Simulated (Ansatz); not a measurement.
Sheets of one type (MA2Z4 (prismatic core, outer Z over the empty site)-type), DFT-PBE in the program Ansatz with PAW potentials; HSE06 gaps on those cells.

| layer | a (Å) | thickness (Å) |
|---|---|---|
| TaGe2N4 | 3.078 | 7.39 |
| WGe2N4 | 3.022 | 7.42 |
| VGe2N4 | 3.005 | 7.31 |
| CrGe2N4 | … | … |

### Question
Some entries are withheld; supply them.

### Answer

- CrGe2N4, a (Å): 2.964
- CrGe2N4, thickness (Å): 7.31

Spin orders computed, not proven ground states: TaGe2N4, MA2Z4 (prismatic core, outer Z over the empty site)-type layer ferromagnetic; VGe2N4, MA2Z4 (prismatic core, outer Z over the empty site)-type layer ferromagnetic. Began spin-polarised and lost the moments: CrGe2N4, MA2Z4 (prismatic core, outer Z over the empty site)-type layer. All cells were relaxed under the symmetry of their starts (and spin orders); stability against distortions was not tested throughout. Rows with no word on spin ran without spin polarisation. Scalar-relativistic: spin–orbit coupling is off unless named, which matters more the heavier the elements. Constructed layers (a layer type filled with these elements): TaGe2N4, MA2Z4 (prismatic core, outer Z over the empty site)-type layer; WGe2N4, MA2Z4 (prismatic core, outer Z over the empty site)-type layer; VGe2N4, MA2Z4 (prismatic core, outer Z over the empty site)-type layer; CrGe2N4, MA2Z4 (prismatic core, outer Z over the empty site)-type layer.

Potentials: the later of the program's two PAW sets.
